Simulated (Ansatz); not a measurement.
CdF2 (fluorite, space group No. 225) at seven volumes, plane-wave PAW HSE06 (Ansatz code), scaled uniformly. One row is withheld.

```tsv
V (Å³/atom)	P (GPa)
12.063	12.23
12.461	?
12.858	3.39
13.256	0.00
13.654	-2.86
14.051	-5.25
14.449	-7.27
```

Task: Fit the shown pressures and predict the withheld one.

Result: Third-order Birch–Murnaghan: P = (3/2)B₀(x^(7/2) − x^(5/2))[1 + (3/4)(B′ − 4)(x − 1)] with x = (V₀/V)^(2/3). Least squares on the six rows gives V₀ = 13.256 Å³/atom, B₀ = 103.5 GPa, B′ = 4.77. At V = 12.461, x = 1.0421 and P = 7.42 GPa. The run itself gave 7.42 GPa.

Space group Fm-3m (fluorite). The cell was relaxed with HSE06 under the symmetry of its start.

Potentials: the earlier of the program's two PAW sets. The files were generated under PBE; for other functionals the program regenerates the frozen cores, and for LDA and PBEsol the local potential too.
